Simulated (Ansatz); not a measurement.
Ga (α-Ga, Cmce) under volume change, plane-wave PAW PBEsol (Ansatz code), shape and atoms relaxed at each volume.

```
V (Å³/atom)  E − E(relaxed) (meV/atom)  P (GPa)
-----------  -------------------------  -------
17.362                            35.0     7.17
17.935                             ___      ___
18.507                             ___      ___
19.079                             0.0     0.00
19.652                             3.0    -1.64
20.224                            11.4    -3.00
20.796                            24.2    -4.13
```

Task: Fill in the missing entries.

Result: 
- 18.507, E − E(relaxed) (meV/atom): 3.4
- 18.507, P (GPa): 1.97
- 17.935, E − E(relaxed) (meV/atom): 14.6
- 17.935, P (GPa): 4.33

Task: What does a third-order Birch–Murnaghan fit give for V₀, B₀ and B′?

Result: V₀ = 19.08 Å³/atom, B₀ = 59.8 GPa, B′ = 5.1.

The cell was relaxed with PBEsol under the symmetry of its start; of distortions, only those at the zone centre were tested.

Potentials: the earlier of the program's two PAW sets.
